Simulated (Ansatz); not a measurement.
Relaxed SiC (zinc blende):

```
SiC
1.0
    0.00000     2.17839     2.17839
    2.17839     0.00000     2.17839
    2.17839     2.17839     0.00000
C Si
1 1
Direct
  0.75000   0.75000   0.75000
  0.00000   0.00000   0.00000
```

Computed with PBEsol (plane waves to 420 eV, PAW, scalar-relativistic; Ansatz, a first-principles code). k mesh 10×10×10 (Γ-centred), Fermi-Dirac smearing 0.05 eV. As the smearing reaches across the gap at some points, energies and forces of such displacements shift with the k mesh and the smearing. SiC was relaxed with its symmetry unable to fall.

One atom of the cell was then moved (with its periodic images), all else fixed, and the forces (eV/Å) came out as:

| atom | Fx | Fy | Fz |
|---|---|---|---|
| C1 | -6.888 | -6.888 | -7.097 |
| Si2 | 6.888 | 6.888 | 7.097 |

With two atoms only their relative shift counts; take C1 as fixed.

Task: Which atom was moved, and by which vector (Å)?

Result: Si2, by (-0.17, -0.17, -0.24), 0.33 Å in all.

(For displaced atoms, the force is minus the slope of the energy, and its curvature is a force constant, which sets phonon frequencies.)
